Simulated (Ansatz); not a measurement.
BaGe$_{3}$Pt:
```cif
data_BaGe3Pt
_chemical_formula_sum 'Ba1 Pt1 Ge3'
_space_group_name_H-M_alt 'P 1'
_space_group_IT_number 1
_cell_length_a 6.02606
_cell_length_b 6.02606
_cell_length_c 6.02606
_cell_angle_alpha 135.636
_cell_angle_beta 135.636
_cell_angle_gamma 64.543
loop_
_space_group_symop_operation_xyz
  'x, y, z'
loop_
_atom_site_label
_atom_site_type_symbol
_atom_site_fract_x
_atom_site_fract_y
_atom_site_fract_z
_atom_site_occupancy
Ba1 Ba 0.99918 0.99918 0.00000 1
Pt1 Pt 0.64766 0.64766 0.00000 1
Ge1 Ge 0.40064 0.40064 0.00000 1
Ge2 Ge 0.75411 0.25411 0.50000 1
Ge3 Ge 0.25411 0.75411 0.50000 1
```

Relaxed with PBEsol.

Q: Which orbitals make up the states near the Fermi level in PBEsol in the plane-wave PAW code Ansatz?

A: Within 0.5 eV of the Fermi level: Ge 4p 64 %, Pt 5d 14 %, Ge 4s 9 %, outside the projected shells 10 %. Projections are on Löwdin-orthogonalised atomic valence shells; empty p or d shells of many metals are not among them.

Q: Tabulate the density of states.

A: States/eV per cell of 5 atoms, in 0.25 eV bins, energy from the Fermi level.

```csv
E (eV),total,Ge 4p,Pt 5d,Ge 4s
-7.85,1.56,0.25,0.18,0.97
-7.60,2.20,0.29,0.35,1.38
-7.35,1.66,0.26,0.21,1.03
-7.10,1.59,0.23,0.23,1.01
-6.85,0.81,0.10,0.13,0.53
-6.60,0.00,0.00,0.00,0.00
-6.35,0.00,0.00,0.00,0.00
-6.10,0.00,0.00,0.00,0.00
-5.85,0.17,0.10,0.01,0.00
-5.60,0.53,0.32,0.05,0.02
-5.35,0.82,0.45,0.16,0.04
-5.10,1.71,0.82,0.63,0.07
-4.85,2.94,1.23,1.46,0.07
-4.60,7.73,2.68,4.58,0.14
-4.35,4.75,1.24,3.25,0.06
-4.10,4.79,1.15,3.33,0.05
-3.85,3.56,0.94,2.28,0.05
-3.60,4.66,0.99,3.23,0.08
-3.35,4.55,0.72,3.45,0.20
-3.10,3.52,0.80,2.30,0.22
-2.85,4.89,1.17,2.96,0.43
-2.60,2.44,0.90,1.12,0.23
-2.35,2.32,1.14,0.85,0.14
-2.10,3.52,2.15,0.91,0.16
-1.85,3.24,1.98,0.79,0.18
-1.60,2.66,1.65,0.54,0.19
-1.35,2.77,1.74,0.50,0.22
-1.10,2.83,1.79,0.45,0.25
-0.85,2.69,1.74,0.39,0.22
-0.60,1.74,1.10,0.26,0.15
-0.35,1.71,1.09,0.25,0.15
-0.10,1.61,1.02,0.23,0.14
0.15,1.78,1.15,0.25,0.15
0.40,1.66,1.06,0.21,0.17
0.65,1.11,0.72,0.11,0.11
0.90,0.73,0.48,0.06,0.07
1.15,0.73,0.44,0.06,0.07
1.40,1.68,0.89,0.16,0.19
1.65,2.94,1.37,0.28,0.45
1.90,3.52,1.57,0.32,0.55
2.15,2.63,1.15,0.20,0.33
2.40,2.71,1.24,0.17,0.22
2.65,3.26,1.61,0.18,0.24
2.90,4.21,2.13,0.21,0.35
3.15,3.71,1.90,0.16,0.26
3.40,3.39,1.71,0.14,0.20
3.65,3.49,1.68,0.13,0.15
3.90,2.66,1.09,0.08,0.08
4.15,2.79,0.96,0.08,0.07
4.40,2.89,0.79,0.07,0.07
4.65,3.49,0.87,0.06,0.07
```

Space group I4mm. The workflow started from an entry of the Crystallography Open Database (COD, 293 K). Its standing as an ambient phase is unchecked. The PBEsol relaxation kept the symmetry of its start; whether a distortion lowers the energy is not shown. The run is not spin-polarised. Spin–orbit coupling is left out wherever it is not named.

Potentials: the later of the program's two PAW sets.
